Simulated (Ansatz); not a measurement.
# Ti4Ru: relaxation step by step

A trial structure of Ti4Ru was built thus: random cell by space group and Wyckoff sites (P6/mmm, No. 191). The dimensions are guesses.

```
Ti Ru
1.0
     3.80707    0.00000    0.00000
    -1.90353    3.29702    0.00000
     0.00000    0.00000    6.89530
Ti Ru
4 1
Direct
  0.33333 0.66667 0.50000
  0.66667 0.33333 0.50000
  0.00000 0.00000 0.68159
  0.00000 0.00000 0.31841
  0.00000 0.00000 0.00000
```

Theory: DFT PBE, scalar-relativistic, plane waves, PAW in Ansatz. Cutoff 420 eV, Gaussian smearing, Γ-centred meshes. Cell and atoms relax first on a coarse mesh and then on a finer one. In between, the cell is made exact in the group found at 0.06 Å. In metals the finer mesh still leaves noise of several meV/atom or more. The steps can't lower the symmetry of their start. Collinear spin is switched on along the way, since trial moments persisted in a coarse test.

Steps on the 6×6×4 mesh (5 atoms, 14 steps). The free energy counts from the last step; the plane-wave basis is renewed at times, which shifts energy and pressure.

```csv
step,ΔF (meV/atom),V (Å³/atom),P (GPa),largest force component (eV/Å)
1,598.2,17.31,33.45,4.672
2,147.2,19.65,13.43,1.763
3,23.9,21.58,3.10,0.422
4,14.3,22.25,0.49,0.127
5,13.8,22.31,0.44,0.002
6,13.5,22.46,0.07,0.068
7,13.3,22.54,-0.03,0.089
8,20.4,23.44,-1.18,0.144
9,12.1,22.76,0.03,0.005
10,3.3,22.76,0.92,0.004
11,0.8,23.12,0.38,0.018
12,1.4,23.60,0.29,0.063
13,0.1,23.47,-0.19,0.038
14,0.0,23.47,-0.20,0.038
```

The relaxed structure, after a last relaxation on the converged mesh:

```
Ti Ru
1.0
     4.30494    0.00000    0.00000
    -2.15247    3.72819    0.00000
     0.00000    0.00000    7.29476
Ti Ru
4 1
Direct
  0.33333 0.66667 0.50000
  0.66667 0.33333 0.50000
  0.00000 0.00000 0.69809
  0.00000 0.00000 0.30191
  0.00000 0.00000 0.00000
```

The symmetry stays P6/mmm (No. 191). The volume per atom grows by 35.3 %, from 17.3 to 23.4 Å³. The shortest distance stays 2.20 Å (Ti–Ru). The energy falls by about 0.60 eV/atom (the start's value is from the coarse mesh). Ti on a site of symmetry -6m2 has 3 Ti at 2.49 Å and 6 Ti at 2.87 Å; Ti on a site of symmetry 6mm has 1 Ru at 2.20 Å and 7 Ti at 2.87–2.89 Å; Ru is surrounded by 2 Ti at 2.20 Å.

```
Volume per atom                            : 23.42 Å³
Density                                    : 4.15 g/cm³
Formation energy                           : +1.26 eV/atom
Gap on the 12×12×6 mesh of the 5-atom cell : 0 eV (a metal)
Net moment per atom                        : 0.07 μB
Moment by site                             : Ru 0.3 μB
```

The zero of energy is the elements' standard structures at the same level; no fitted shifts are applied.

The last run used collinear spin and Gaussian smearing of 0.10 eV. Another magnetic order may lie lower. Symmetry constrained the relaxation, so the result can be a saddle point. In all, the 4 runs took 7.7 min on 1 thread of Intel(R) Xeon(R) Processor @ 2.70GHz, on a shared host. Another cell of Ti4Ru relaxed alike but without spin, in Fmmm (a Materials Project cell), lies 1.38 eV/atom lower, so this cell isn't the stable form at this level. Site moments count only spheres around the atoms; the net moment includes the space between them.
